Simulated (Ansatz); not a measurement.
MoSeS in space group P-3m1 (No. 164; Mo on 2c, Se on 2d, S on 2d), PBE+D3(BJ) (plane waves, PAW; program Ansatz), all energies at zero smearing, with the estimated change up to a 700 eV cutoff added, with one set of potentials and settings (totals compare only within such a set). Cell of 6 atoms (2 Mo, 2 Se, 2 S): -22661.545 eV.

| element | reference phase | E (eV/atom) |
|---|---|---|
| Mo | Im-3m, 1 atoms in the cell | -4956.7390 |
| Se | P3_121, 3 atoms in the cell | -5469.4069 |
| S | Fddd, 32 atoms in the cell | -902.2562 |

Formation energy per atom, worked out: (-22661.545 − 2×(-4956.7390) − 2×(-5469.4069) − 2×(-902.2562))/6 = -0.790 eV/atom (-76 kJ per mol of atoms), at 0 K, without zero-point energy or fitted corrections.

The first step of the workflow began from a Materials Project structure, measured or hypothetical; the Crystallography Open Database copy checked does not list it. Whether it is the stable phase at ambient conditions was not checked. Symmetry was held in the PBE+D3(BJ) relaxation; phonons on a q-mesh show no instability. No spin polarisation was allowed. The references are the lowest solids computed at this level, not always the standard phases.

Potentials: the later of the program's two PAW sets.
